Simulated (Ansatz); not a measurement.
Values for one crystal, relaxed and computed with DFT-HSE06 in the program Ansatz with PAW potentials; other levels are named.

| Item | Value |
|---|---|
| Volume per atom | 10.39 Å³ |
| Band gap | 5.31 eV (indirect) |
| Bulk modulus (Birch–Murnaghan fit) | 212 GPa |
| Smallest direct gap on the standard path | 5.59 eV |
| Pressure derivative B′ | 3.8 |
| Valence-band maximum | at Γ |
| Conduction-band minimum | at M (3 equivalent valleys) |

Problem. Which compound is it?
(A) AlCuGeSe4, I-4 (Al on 2c, Cu on 2a, Ge on 2b, Se on 8g)
(B) ZnO, P6_3mc (Pearson symbol hP12)
(C) AlN, P6_3mc (Al on 2a, Al on 2b, N on 2a, N on 2b)
(D) Al2ZnTe4, I-4 (Al on 2d, Al on 2b, Zn on 2a, Te on 8g)

Solution. C, AlN, P6_3mc (Al on 2a, Al on 2b, N on 2a, N on 2b)

The cell is a constructed one: a structure type filled with these elements. Its sites differ from those of the usual phase in this space group: another stacking or structure type. Symmetry was held in the HSE06 relaxation; its stability against distortions is not shown here. The hybrid was solved on a coarse mesh, the path and, where they were found, the r²SCAN edge points; its band edges are the extreme levels among these.

Potentials: the later of the program's two PAW sets.
